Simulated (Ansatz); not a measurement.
Ba₂Bi₃:
```yaml
crystal:
  lattice:
    - [-2.40488, 3.99027, 5.12687]
    - [2.40488, -3.99027, 5.12687]
    - [2.40488, 3.99027, -5.12687]
  atoms:
    - { symbol: Ba, position: [0.72427, 0.22427, 0.50000] }
    - { symbol: Ba, position: [0.27573, 0.77573, 0.50000] }
    - { symbol: Bi, position: [0.29609, 0.50000, 0.79609] }
    - { symbol: Bi, position: [0.70391, 0.50000, 0.20391] }
    - { symbol: Bi, position: [0.00000, 0.00000, 0.00000] }
```

Relaxed with r²SCAN. Special points in fractions of this cell's reciprocal vectors: Γ (0.000, 0.000, 0.000); X (0.500, 0.500, -0.500); F2 (0.305, 0.695, -0.305); Σ0 (-0.305, 0.305, 0.305); Y0 (0.401, -0.401, 0.401); U0 (0.599, 0.401, -0.401); R (0.000, 0.500, 0.000); W (0.250, 0.250, 0.250); S (0.500, 0.000, 0.000); T (0.000, 0.000, 0.500).

### Question
List the band energies nearest the Fermi level at these points for the program Ansatz at the r²SCAN level (PAW).

### Answer
In eV from the Fermi level; about four levels below and three above (degenerate sets whole), none deeper than 8.9 eV; points with the same levels are listed once.

```json
[
 {"k": "Γ", "below": "-1.64 -0.93 -0.89 -0.49", "above": "0.53 1.38 2.63"},
 {"k": "X", "below": "-2.24 -2.06 -1.22 -0.80", "above": "0.08 0.15 0.32"},
 {"k": "F2", "below": "-2.27 -1.60 -1.23 -1.23", "above": "1.00 1.66 2.19"},
 {"k": "Y0", "below": "-2.02 -1.31 -0.58 -0.52", "above": "0.19 1.07 1.38"},
 {"k": "R", "below": "-2.14 -1.55 -1.42 -1.24", "above": "1.22 1.61 2.39"},
 {"k": "W", "below": "-1.70 -1.44 -1.19 -0.75", "above": "0.83 1.27 3.40"},
 {"k": "S", "below": "-2.20 -2.05 -1.12 -0.13", "above": "0.58 0.95 1.72"},
 {"k": "T", "below": "-1.68 -1.45 -1.45 -0.78", "above": "1.03 2.43 2.56"}
]
```

Space group Immm. The first step of the workflow began from a Materials Project structure, measured or hypothetical; the Crystallography Open Database files this formula in space group No. 71, but the cells were not matched. Its standing as an ambient phase is unchecked. The r²SCAN relaxation kept the symmetry of its start; whether a distortion lowers the energy is not shown. Scalar-relativistic: spin–orbit coupling is off unless named, which matters more the heavier the elements.

Potentials: the later of the program's two PAW sets.
